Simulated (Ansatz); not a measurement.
Relaxed SrVO$_{3}$ (cubic perovskite):

```xyz
5
Lattice="3.8577 0.0000 0.0000 0.0000 3.8577 0.0000 0.0000 0.0000 3.8577" Properties=species:S:1:pos:R:3 pbc="T T T"
Sr     0.0000     0.0000     0.0000
V      1.9288     1.9288     1.9288
O      0.0000     1.9288     1.9288
O      1.9288     1.9288     0.0000
O      1.9288     0.0000     1.9288
```

Computed with PBE (plane waves to 420 eV, PAW, scalar-relativistic; Ansatz, a program for electronic structure). k mesh 10×10×10 (Γ-centred), Fermi-Dirac smearing 0.05 eV. With partly filled bands, energies and forces of such displacements shift with the k mesh and the smearing. SrVO3 is run without spin polarisation and with no Hubbard U. SrVO3 was relaxed with its symmetry unable to fall.

One atom of the cell was then moved (with its periodic images), all else fixed, and the forces (eV/Å) came out as:

```json
[
 {"atom": "Sr1", "Fx": "-0.680", "Fy": "0.000", "Fz": "0.000"},
 {"atom": "V2", "Fx": "0.423", "Fy": "0.000", "Fz": "0.000"},
 {"atom": "O3", "Fx": "0.130", "Fy": "0.000", "Fz": "0.000"},
 {"atom": "O4", "Fx": "0.064", "Fy": "0.000", "Fz": "0.000"},
 {"atom": "O5", "Fx": "0.064", "Fy": "0.000", "Fz": "0.000"}
]
```

Task: Which atom was moved, and by which vector (Å)?

Result: Sr1, by (0.16, 0.00, 0.00), 0.16 Å in all.

(For displaced atoms, the force is minus the slope of the energy, and its curvature is a force constant, which sets phonon frequencies.)
